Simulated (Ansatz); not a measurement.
Zn₄Te₃S in space group P-4m2 (No. 115; Pearson symbol tP8), PBE (plane waves, PAW; program Ansatz). The conduction-band minimum lies at Γ, with 1 equivalent valley. Second derivatives d²E/dk² of the lowest band at one valley (eV·Å²), along Cartesian directions:

| direction | d²E/dk² |
|---|---|
| [100] | 84.32 |
| [010] | 84.32 |
| [001] | 82.16 |
| [110] | 84.46 |
| [101] | 83.18 |
| [011] | 83.18 |

Find the principal effective masses, the density-of-states mass and the conductivity mass.

Off-diagonal terms follow from H_xy = H[110] − (H_xx + H_yy)/2, and m*/mₑ = 7.620 eV·Å² over each eigenvalue: 0.090, 0.091, 0.093. One valley's DOS mass (m₁m₂m₃)^(1/3) = 0.091, conductivity mass 3/(Σ 1/mᵢ) = 0.091 mₑ.

What effective density of states Nc follows at 300 K for parabolic valleys?

Nc = 2.509e19 × 1 × (0.091)^(3/2) ≈ 6.9e17 cm⁻³.

The start of the workflow was typed in or built on a structure type; neither database checked (COD, Materials Project) lists it. Whether it is the stable phase at ambient conditions was not checked. Symmetry was held in the PBE relaxation; its stability against distortions is not shown here. Scalar-relativistic: spin–orbit coupling is off unless named, which matters more the heavier the elements.

Potentials: the earlier of the program's two PAW sets.

Edges and masses are those of Kohn–Sham bands, whose gap is no quasiparticle gap.
